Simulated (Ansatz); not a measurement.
## BaCaF4 (fluorite sites, R-3m): zone-centre phonons and dielectric response

Perturbation theory with PBEsol in Ansatz 0.2.0 on the PBEsol cell, ground state and force constants on a 6×6×6 mesh. Note: simulated data, non-magnetic, for a generated structure that need not be the stable one.

It is trigonal, R-3m (No. 166); a = 4.119 Å, c = 19.911 Å in the conventional setting, 16.25 Å³ an atom. Ca has 8 F at 2.30–2.47 Å; F has 1 Ca at 2.30 Å and 3 Ba at 2.59 Å; F has 3 Ca at 2.47 Å and 1 Ba at 2.65 Å; Ba has 8 F at 2.59–2.65 Å.

Space group R-3m:H (No. 166). a = 4.119 Å, b = 4.119 Å, c = 19.911 Å, α = 90.00°, β = 90.00°, γ = 120.00°
```json
{"atom": "Ca", "site": "3a", "symmetry": "-3m", "x": "0.0000", "y": "0.0000", "z": "0.0000"}
{"atom": "F", "site": "6c", "symmetry": "3m", "x": "0.3333", "y": "0.6667", "z": "0.7823"}
{"atom": "F", "site": "6c", "symmetry": "3m", "x": "0.6667", "y": "0.3333", "z": "0.7003"}
{"atom": "Ba", "site": "3b", "symmetry": "-3m", "x": "0.6667", "y": "0.3333", "z": "0.8333"}
```

Optical modes without the longitudinal term:

| ω (cm⁻¹) | degeneracy | IR intensity, summed over the level ((D/Å)²/amu) |
| --- | --- | --- |
| 95 | 2 | 1.25 |
| 135 | 2 | 14.61 |
| 171 | 1 | 4.40 |
| 234 | 2 | 0.00 |
| 243 | 2 | 7.92 |
| 266 | 1 | 2.30 |
| 268 | 1 | 0.00 |
| 272 | 2 | 0.00 |
| 290 | 1 | 6.15 |
| 323 | 1 | 0.00 |

The zone-centre optical frequencies run from 95 to 323 cm⁻¹, none imaginary (the rest of the zone wasn't tested). With the long-range field the highest mode reaches 429 cm⁻¹. Of the real levels 6 are infrared active, the strongest at 135 cm⁻¹.

ε∞: 2.39 along x and y, 2.41 along z. With the ions relaxed, ε⁰ is 14.1 along x and y, 8.0 along z. Born charges, averaged over directions: Ca +2.40, F -1.30 to -1.22, Ba +2.63 e. The program notes that the ground state's band table doesn't vouch for all the bands that the response reads.

For comparison, on the r2SCAN cell the mean ε∞ is 2.26 with r2SCAN (ground state on 6×6×6; least gap 7.17 eV).

The runs are scalar-relativistic, without spin-orbit coupling.
